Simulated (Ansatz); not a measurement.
**Kick test of a cell of H₂RuCl**

The structure comes from a generated guess, relaxed at this level; another structure or a mixture of phases may lie lower.

All numbers below come from Ansatz, DFT PBE, scalar-relativistic, plane waves, PAW. Plane waves to 420 eV, a k mesh through Γ of 18×18×10 on the computed 4-atom cell and Gaussian smearing (0.10 eV); no spin polarisation.

The cell below (4 atoms, space group P6/mmm (No. 191)) is relaxed within its symmetry.

```cif
data_structure
_symmetry_space_group_name_H-M 'P 1'
_symmetry_Int_Tables_number 1
_cell_length_a 3.2208
_cell_length_b 3.2208
_cell_length_c 4.6803
_cell_angle_alpha 90.000
_cell_angle_beta 90.000
_cell_angle_gamma 120.000
_cell_volume 42.05
loop_
_atom_site_label
_atom_site_type_symbol
_atom_site_fract_x
_atom_site_fract_y
_atom_site_fract_z
_atom_site_occupancy
H1 H 0.66667 0.33333 0.49994 1
H2 H 0.33333 0.66667 0.50006 1
Ru1 Ru 0.00000 0.00000 0.50000 1
Cl1 Cl 0.00000 0.00000 0.00000 1
```

For the test a repeat of it with 8 atoms (edges 3.22, 4.68, 5.58 Å) was strained at random (σ = 1.5 % a component), the atoms were moved at random (σ = 0.15 Å), and all was relaxed again on a coarse 6×6×4 mesh (in the run’s order of axes) with 0.20 eV smearing, with no symmetry imposed.

An odd number of electrons in the primitive cell allows no gap without spin; a larger cell or a magnetic state could open one.

Task: Is the structure stable against such a distortion?

Result: It doesn't return. The energy falls by 8 meV/atom on that mesh, the volume changes by 0.9 %, and the end has space group Pmma (No. 51) at a loose tolerance. Relaxed again on an 8×8×12 mesh with 0.10 eV smearing, the new structure lies 9 meV/atom below the first (mesh in the axes of the run's cell; the cell below is made exact in the group named). Space group Pmma (No. 51), orthorhombic, a = 5.605 Å, b = 4.575 Å, c = 3.313 Å. Around H lie 1 Ru at 1.74 Å, 1 H at 1.77 Å, 1 Ru at 1.88 Å, 2 H at 1.91–2.00 Å and 1 Ru at 2.09 Å; around Ru lie 2 H at 1.74 Å, 2 H at 1.88 Å, 2 H at 2.09 Å and 2 Cl at 2.32 Å; Cl has 2 Ru at 2.32 Å.

```cif
data_structure
_symmetry_space_group_name_H-M 'P 1'
_symmetry_Int_Tables_number 1
_cell_length_a 5.6053
_cell_length_b 4.5745
_cell_length_c 3.3126
_cell_angle_alpha 90.000
_cell_angle_beta 90.000
_cell_angle_gamma 90.000
_cell_volume 84.94
loop_
_atom_site_label
_atom_site_type_symbol
_atom_site_fract_x
_atom_site_fract_y
_atom_site_fract_z
_atom_site_occupancy
H1 H 0.92018 0.00000 0.26950 1
H2 H 0.42018 0.00000 0.73050 1
H3 H 0.07982 0.00000 0.73050 1
H4 H 0.57982 0.00000 0.26950 1
Ru1 Ru 0.25000 0.00000 0.16960 1
Ru2 Ru 0.75000 0.00000 0.83040 1
Cl1 Cl 0.25000 0.50000 0.29161 1
Cl2 Cl 0.75000 0.50000 0.70839 1
```
